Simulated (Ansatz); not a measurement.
The relaxed structure here is a generated cell of TiAl3: the first start was made by a random draw of sites in a space group, and the end was not matched to a known phase here, so it may be hypothetical. Known forms of TiAl3 include space group No. 139.

The end point of a relaxation of TiAl3. Space group I-4m2 (No. 119). All values below come from PBE (plane waves to 420 eV, PAW, scalar-relativistic; Ansatz, an electronic-structure program).

```cif
data_Al3Ti
_chemical_formula_sum 'Al3 Ti1'
_space_group_name_H-M_alt 'P 1'
_space_group_IT_number 1
_cell_length_a 10.08704
_cell_length_b 10.08704
_cell_length_c 10.08704
_cell_angle_alpha 164.070
_cell_angle_beta 164.070
_cell_angle_gamma 22.603
loop_
_space_group_symop_operation_xyz
  'x, y, z'
loop_
_atom_site_label
_atom_site_type_symbol
_atom_site_fract_x
_atom_site_fract_y
_atom_site_fract_z
_atom_site_occupancy
Al1 Al 0.86753 0.86753 0.00000 1
Al2 Al 0.13247 0.13247 0.00000 1
Al3 Al 0.00000 0.00000 0.00000 1
Ti1 Ti 0.75000 0.25000 0.50000 1
```

```json
{
 "volume_per_atom": "19.33 Å³",
 "band_gap": "no gap (metallic)",
 "shortest_distances": "Al–Al 2.62 Å; Al–Ti 2.71 Å; Ti–Ti 2.80 Å",
 "k-mesh": "23×23×23"
}
```

Band energies at high-symmetry points (eV from the Fermi level; labels of this space group; no spin-orbit coupling), from −5 eV up to 1.6 eV:

```json
[
 {"point": "Γ", "energies": "-3.02 -2.72 -0.78 0.12"},
 {"point": "X", "energies": "-2.11 -1.19 -1.04 -1.00 -0.57 -0.23 0.06 0.37 0.96"},
 {"point": "P", "energies": "-2.11 -1.19 -1.06 -1.00 -0.47 -0.22 -0.19 0.67 0.95 1.32"},
 {"point": "N", "energies": "-4.36 -3.99 -3.30 -2.82 -1.78 -1.10 -0.22 1.05"},
 {"point": "M", "energies": "-4.56 -1.34 -0.88 0.40"},
 {"point": "S", "energies": "-4.42 -3.92 -3.40 -2.58 -1.97 -1.01 -0.21 0.78"},
 {"point": "S0", "energies": "-4.42 -3.92 -3.40 -2.58 -1.97 -1.01 -0.21 0.78"},
 {"point": "R", "energies": "-2.11 -1.26 -1.08 -0.96 -0.56 -0.20 0.05 0.37 0.95"}
]
```

No spin polarisation in the result.

The run could not lose the symmetry of its start, so the end can be a saddle point.
